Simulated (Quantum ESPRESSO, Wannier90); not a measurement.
**TePb (rock salt), plane waves to Wannier functions**

Cell from Materials Project (mp-19717), symmetrised, no further relaxation. COD (Crystallography Open Database) has an entry of this formula and space group (matched by these alone). Level: PBEsol, no spin polarisation, no spin-orbit coupling; pw.x of Quantum ESPRESSO at 66 Ry with PseudoDojo potentials, 8×8×8 k-points, Wannier90. Density: 8×8×8 mesh, cold smearing 0.01 Ry. Spin-orbit coupling is left out although heavy elements are present.

On the energy scale of pw.x, whose zero is arbitrary, the valence-band maximum lies at 8.28 eV.

Input w.win:

```
num_bands = 1
num_wann = 1
exclude_bands = 1-11,13-25
num_iter = 800
conv_tol = 1.0e-7
conv_window = 4
write_hr = true
write_u_matrices = true
auto_projections = true
begin unit_cell_cart
ang
    0.0000000000    3.2708950000    3.2708950000
    3.2708950000    0.0000000000    3.2708950000
    3.2708950000    3.2708950000    0.0000000000
end unit_cell_cart
begin atoms_frac
Te   0.0000000000  0.0000000000  0.0000000000
Pb   0.5000000000  0.5000000000  0.5000000000
end atoms_frac
mp_grid = 8 8 8
begin kpoints
0.0000000000 0.0000000000 0.0000000000
0.0000000000 0.0000000000 0.1250000000
0.0000000000 0.0000000000 0.2500000000
... (509 more lines: the 8x8x8 mesh through Gamma)
end kpoints
```

Input of pw2wannier90.x that gives the overlap and projection files (equivalent; here they were cut from one run over all bands):

```
&inputpp
  outdir = './out'
  prefix = 'pwscf'
  seedname = 'w'
  write_amn = .true.
  write_mmn = .true.
  atom_proj = .true.
  atom_proj_exclude = 1 2 3 4 5 6 7 8 9 10 11 12 13 14 16 17 18
/
```

Output w.wout (banner and timings cut):

```
                                    ------
                                    SYSTEM
                                    ------

                              Lattice Vectors (Ang)
                    a_1     0.000000   3.270895   3.270895
                    a_2     3.270895   0.000000   3.270895
                    a_3     3.270895   3.270895   0.000000

                   Unit Cell Volume:      69.98900  (Ang^3)

                        Reciprocal-Space Vectors (Ang^-1)
                    b_1    -0.960469   0.960469   0.960469
                    b_2     0.960469  -0.960469   0.960469
                    b_3     0.960469   0.960469  -0.960469

 *----------------------------------------------------------------------------*
 |   Site       Fractional Coordinate          Cartesian Coordinate (Ang)     |
 +----------------------------------------------------------------------------+
 | te   1   0.00000   0.00000   0.00000   |    0.00000   0.00000   0.00000    |
 | pb   1   0.50000   0.50000   0.50000   |    3.27089   3.27089   3.27089    |
 *----------------------------------------------------------------------------*
                                ------------
                                K-POINT GRID
                                ------------

             Grid size =  8 x  8 x  8      Total points =  512

 *---------------------------------- MAIN ------------------------------------*
 |  Number of Wannier Functions               :                 1             |
 |  Number of Objective Wannier Functions     :                 1             |
 |  Number of input Bloch states              :                 1             |
 |  Output verbosity (1=low, 5=high)          :                 1             |
 |  Timing Level (1=low, 5=high)              :                 1             |
 |  Optimisation (0=memory, 3=speed)          :                 3             |
 |  Length Unit                               :               Ang             |
 |  Post-processing setup (write *.nnkp)      :                 F             |
 |  Using Gamma-only branch of algorithms     :                 F             |
 *----------------------------------------------------------------------------*
 *------------------------------- WANNIERISE ---------------------------------*
 |  Total number of iterations                :               800             |
 |  Number of CG steps before reset           :                 5             |
 |  Trial step length for line search         :             2.000             |
 |  Convergence tolerence                     :         0.100E-06             |
 |  Convergence window                        :                 4             |
 |  Iterations between writing output         :                 1             |
 |  Iterations between backing up to disk     :               100             |
 |  Write r^2_nm to file                      :                 F             |
 |  Write xyz WF centres to file              :                 F             |
 |  Write on-site energies <0n|H|0n> to file  :                 F             |
 |  Use guiding centre to control phases      :                 F             |
 |  Use phases for initial projections        :                 F             |
 *----------------------------------------------------------------------------*
 *-------------------------------- PLOTTING ----------------------------------*
 |  Plotting Hamiltonian in WF basis          :                 T             |
 *----------------------------------------------------------------------------*

       ... (k-mesh section left out)

 Starting a new Wannier90 calculation ...

 Reading overlaps from w.mmn

 Reading projections from w.amn

 *------------------------------- WANNIERISE ---------------------------------*
 +--------------------------------------------------------------------+<-- CONV
 | Iter  Delta Spread     RMS Gradient      Spread (Ang^2)            |<-- CONV
 +--------------------------------------------------------------------+<-- CONV

 ------------------------------------------------------------------------------
 Initial State
  WF centre and spread    1  (  3.270895,  3.270895,  3.270895 )     4.51016599
  Sum of centres and spreads (  3.270895,  3.270895,  3.270895 )     4.51016599

      0     0.451E+01     0.0000000000        4.5101659870  <-- CONV
        O_D=      0.0000000 O_OD=      0.0000000 O_TOT=      4.5101660 <-- SPRD
 ------------------------------------------------------------------------------
      1     0.000E+00     0.0000000021        4.5101659870  <-- CONV
        O_D=      0.0000000 O_OD=      0.0000000 O_TOT=      4.5101660 <-- SPRD
      2     0.000E+00     0.0000000021        4.5101659870  <-- CONV
        O_D=      0.0000000 O_OD=      0.0000000 O_TOT=      4.5101660 <-- SPRD
      3     0.000E+00     0.0000000021        4.5101659870  <-- CONV
        O_D=      0.0000000 O_OD=      0.0000000 O_TOT=      4.5101660 <-- SPRD
      4     0.000E+00     0.0000000021        4.5101659870  <-- CONV
        O_D=      0.0000000 O_OD=      0.0000000 O_TOT=      4.5101660 <-- SPRD
             <<<     Delta < 1.000E-07  over  4 iterations     >>>
             <<< Wannierisation convergence criteria satisfied >>>
 Final State
  WF centre and spread    1  (  3.270895,  3.270895,  3.270895 )     4.51016599
  Sum of centres and spreads (  3.270895,  3.270895,  3.270895 )     4.51016599

         Spreads (Ang^2)       Omega I      =     4.510165987
        ================       Omega D      =     0.000000000
                               Omega OD     =     0.000000000
    Final Spread (Ang^2)       Omega Total  =     4.510165987
```
